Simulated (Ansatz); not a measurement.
Ca (fcc, Cu type)

```xyz
2
Lattice="0.0000 5.5686 5.5686 2.7843 0.0000 2.7843 2.7843 2.7843 0.0000" Properties=species:S:1:pos:R:3 pbc="T T T"
Ca     0.0000     0.0000     0.0000
Ca     2.7843     2.7843     5.5686
```

The atoms are displaced by Q × the pattern below (from a DFPT mode at L = (0.5, 0.0, 0.0), largest move 1; Q in Å), at fixed cell. It is one choice among 2 degenerate patterns. (q is in reciprocal vectors of the primitive cell; the cell shown is doubled to hold the pattern.)

```csv
atom,x,y,z
Ca1,0.285,-0.520,0.805
Ca2,-0.285,0.520,-0.805
```

Computed with r2SCAN (plane waves to 500 eV, PAW, scalar-relativistic; Ansatz, a first-principles code). k mesh 7×14×14 (Γ-centred), Fermi-Dirac smearing 0.05 eV. The energy includes the smearing's −TS. With partly filled bands, energies and forces of such displacements shift with the k mesh and the smearing. Ca was relaxed with its symmetry unable to fall. The PAW data are Ansatz's earlier set. ΔE is measured from the undisplaced structure. The last digit holds for this mesh only.

```json
[
 {"Q (Å)": "-0.2800", "ΔE (meV/cell)": "62.8"},
 {"Q (Å)": "-0.2333", "ΔE (meV/cell)": "withheld"},
 {"Q (Å)": "-0.1867", "ΔE (meV/cell)": "29.2"},
 {"Q (Å)": "-0.1400", "ΔE (meV/cell)": "16.7"},
 {"Q (Å)": "-0.0933", "ΔE (meV/cell)": "7.5"},
 {"Q (Å)": "-0.0467", "ΔE (meV/cell)": "1.9"},
 {"Q (Å)": "0.0000", "ΔE (meV/cell)": "0.0"},
 {"Q (Å)": "0.0467", "ΔE (meV/cell)": "1.9"},
 {"Q (Å)": "0.0933", "ΔE (meV/cell)": "7.5"},
 {"Q (Å)": "0.1400", "ΔE (meV/cell)": "16.7"},
 {"Q (Å)": "0.1867", "ΔE (meV/cell)": "29.2"},
 {"Q (Å)": "0.2333", "ΔE (meV/cell)": "withheld"},
 {"Q (Å)": "0.2800", "ΔE (meV/cell)": "62.8"}
]
```

Question: Fit an even polynomial form (powers 2, 4) to the given rows and predict ΔE at Q = -0.2333.

Answer: Least squares on the 11 given rows: ΔE = (868.0)·Q² + (-854.4)·Q⁴, in meV/cell with Q in Å; root-mean-square residual 0.01 meV/cell. At -0.2333 the fit gives 44.7 meV/cell; the calculation gives 44.7 meV/cell, the same to the digits shown. The quadratic term alone would give 47.2 meV/cell.

(For displaced atoms, the force is minus the slope of the energy, and its curvature is a force constant, which sets phonon frequencies.)
